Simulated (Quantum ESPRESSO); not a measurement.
**Band energies of CaGaGeH at +2 % isotropic strain**

```xyz
4
Lattice="4.1875 0.0000 0.0000 -2.0937 3.6264 0.0000 0.0000 0.0000 4.7316" Properties=species:S:1:pos:R:3 pbc="T T T"
H      0.0000     0.0000     4.4095
Ca     0.0000     2.4176     4.7251
Ga     0.0000     0.0000     2.6645
Ge     2.0937     1.2088     2.0116
```

PBEsol (pw.x of Quantum ESPRESSO, ONCV potentials, no spin-orbit coupling); path ΓMKΓALHA,LM,KH; energies in eV from the valence-band maximum.

```
k (1/Å)  point  band 15  band 16  band 17  band 18  band 19  band 20  band 21  band 22
-------  -----  -------  -------  -------  -------  -------  -------  -------  -------
0.00         Γ   -10.93    -4.97    -2.22    -0.85    -0.85     0.66     2.95     2.95
0.32             -10.56    -5.35    -2.51    -1.85    -1.28     1.15     2.53     2.76
0.65              -9.52    -6.79    -3.29    -1.85    -1.30     0.47     1.66     2.34
0.87         M    -8.92    -7.54    -3.39    -1.99    -1.03     0.30     1.37     2.28
1.12              -8.73    -7.56    -3.71    -2.74    -0.97     0.78     1.86     2.48
1.37         K    -8.32    -7.81    -4.24    -2.87    -0.88     0.53     2.17     3.07
1.48              -8.55    -7.60    -4.12    -2.87    -0.92     0.62     2.08     3.13
1.92             -10.24    -5.73    -2.77    -2.08    -1.67     1.78     2.04     2.44
2.26             -10.89    -5.01    -2.21    -1.20    -0.92     1.02     2.49     2.88
2.37         Γ   -10.93    -4.97    -2.22    -0.85    -0.85     0.66     2.95     2.95
2.70             -10.68    -6.09    -1.19    -0.59    -0.59     0.96     1.92     1.92
3.03         A   -10.37    -6.96    -0.21    -0.21     0.00     0.45     1.36     1.36
3.46              -9.81    -6.55    -3.79    -1.50    -1.40     1.15     2.49     2.60
3.79              -8.89    -6.80    -4.99    -2.23    -2.13     1.01     2.65     3.62
3.90         L    -8.76    -6.94    -5.00    -2.30    -2.17     1.00     2.60     3.59
4.20              -8.49    -7.11    -4.89    -3.24    -2.11     1.88     2.57     3.59
4.40         H    -8.24    -7.33    -4.82    -3.62    -2.04     1.50     3.19     3.53
4.49              -8.34    -7.23    -4.83    -3.55    -2.04     1.58     3.09     3.56
4.85              -9.50    -6.46    -4.35    -2.44    -1.60     1.92     2.64     2.96
5.12             -10.14    -6.76    -2.45    -1.16    -0.66     1.29     2.19     2.35
5.40         A   -10.37    -6.96    -0.21    -0.21     0.00     0.45     1.36     1.36
5.40         L    -8.76    -6.94    -5.00    -2.30    -2.17     1.00     2.60     3.59
5.73              -8.84    -7.29    -4.24    -2.08    -1.68     0.40     2.24     3.04
6.06         M    -8.92    -7.54    -3.39    -1.99    -1.03     0.30     1.37     2.28
6.06         K    -8.32    -7.81    -4.24    -2.87    -0.88     0.53     2.17     3.07
6.35              -8.29    -7.65    -4.02    -3.76    -1.43     1.82     2.82     2.83
6.73         H    -8.24    -7.33    -4.82    -3.62    -2.04     1.50     3.19     3.53
```

The PBEsol gap is 0.24 eV; at least one edge lies off the plotted path, at a point of the SCF mesh. The smallest direct gap is 0.45 eV.

Spin-orbit splittings are left out.

Geometry strained from the cell relaxed with PBEsol, atoms relaxed again.
